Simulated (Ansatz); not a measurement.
Ansatz run, Li$_{2}$CoSnS$_{4}$

The input, for Ansatz 0.2.0 (plane waves, PAW):

```yaml
crystal:
  lattice:
    - [6.086523, 0.055939, 0.125118]
    - [0.059248, 6.838883, 0.266629]
    - [0.158216, 0.31514, 7.823674]
  atoms:
    - { symbol: Li, position: [0.285389, 0.165445, 0.450326] }
    - { symbol: Li, position: [0.805247, 0.818874, 0.943003] }
    - { symbol: Li, position: [0.317682, 0.644759, 0.199062] }
    - { symbol: Li, position: [0.818526, 0.323467, 0.702055] }
    - { symbol: Co, position: [0.795671, 0.286729, 0.209223] }
    - { symbol: Co, position: [0.299252, 0.659046, 0.713025] }
    - { symbol: Sn, position: [0.315467, 0.163622, 0.921363] }
    - { symbol: Sn, position: [0.793726, 0.826449, 0.46163] }
    - { symbol: S, position: [0.431993, 0.312695, 0.200504] }
    - { symbol: S, position: [0.96265, 0.652884, 0.686533] }
    - { symbol: S, position: [0.910797, 0.217987, 0.950975] }
    - { symbol: S, position: [0.431201, 0.820494, 0.480846] }
    - { symbol: S, position: [0.43659, 0.871627, 0.933669] }
    - { symbol: S, position: [0.949374, 0.166887, 0.466768] }
    - { symbol: S, position: [0.418183, 0.339032, 0.695332] }
    - { symbol: S, position: [0.902739, 0.652201, 0.200347] }
kpoints:
  mp_grid: { grid: [3, 3, 3], shift: [0.5, 0.5, 0.0] }
magnetization:
  spin_polarized: false
scf:
  occupations: { method: fermi_dirac, width: 0.0162 }
  lower_state_search: "off"
  max_iter: 200
hamiltonian:
  pseudopotentials: { kind: paw }
  xc: mr2scan
basis:
  ecutwfc: 500
  fft_grid_basis: typed
output:
  forces: true
  stress: true
  eigenvalues: true
  bader: true
  populations: true
  elf: true
  write_potential: true
  volumetric_format: npy
  dos:
    e_range: [-12, 8]
    de: 0.05
    projected: { site_lists: { Co: [Co], Li: [Li], S: [S], Sn: [Sn] } }
checkpoint:
  read: saved_state
```

The saved state is an earlier solution for the same cell, perhaps on another mesh. 

Excerpt of what it printed:

```
Free energy (F): -30415.0565 eV
Harris-Foulkes:  -30415.0565 eV  (|F-HF|=4.90e-8)
Internal energy: -30415.0456 eV  (E = F + TS)
E sigma→0 (E₀):  -30415.0510 eV
Entropy (-TS):   -0.0108 eV (-0.677 meV/atom)
Fermi energy:    5.6933 eV
--- Forces (eV/Å), atoms counted from 1 ---
  atom   1  Li     1.7126    -0.2345     0.2057
  atom   2  Li     0.5107     0.2846    -0.0519
  atom   3  Li    -0.0991     0.2971     0.0684
  atom   4  Li    -0.4140     0.5423    -0.8487
  atom   5  Co     0.5518     0.6560     0.6648
  atom   6  Co     1.6646    -0.1043     0.7755
  atom   7  Sn    -3.2185     2.9721     4.8031
  atom   8  Sn     2.9118     0.8382    -1.8058
  atom   9  S      0.8075    -0.1988    -1.3853
  atom  10  S     -0.5568    -0.6602     1.1234
  atom  11  S      0.0598    -0.8340     1.2764
  atom  12  S     -3.3520    -0.1190    -0.2717
  atom  13  S      0.8691    -5.7006    -0.2241
  atom  14  S     -2.4390    -0.4105    -0.8994
  atom  15  S      1.1218     3.4409    -4.0348
  atom  16  S     -0.1302    -0.7693     0.6043
--- Stress (GPa, compression-positive) ---
        6.7516      -1.5687      -0.6017
       -1.5687       3.6851      -5.1980
       -0.6017      -5.1981       4.0871
  P = ⅓ Tr σ = 4.8412 GPa (48.412 kbar)
--- Löwdin populations: 16 sites ---
  site symbol       q [e]
     0     Li      2.3598
     1     Li      2.3536
     2     Li      2.3485
     3     Li      2.3630
     4     Co     16.2642
     5     Co     16.3308
     6     Sn     13.0662
     7     Sn     13.1409
     8      S      6.6115
     9      S      6.5075
    10      S      6.6237
    11      S      6.4984
    12      S      6.6577
    13      S      6.7319
    14      S      6.5397
    15      S      6.6663
  spilling = 0.0077 (of n_electrons = 122.0000)
```

Origin: a strained cell with displaced atoms, so it need not be a known compound. Caveats: no spin polarisation, so a magnetic state may lie lower; the k mesh is coarse if the cell is a metal; atoms or cell far from equilibrium; m-r2SCAN is r2SCAN with a changed spin dependence that lowers moments.
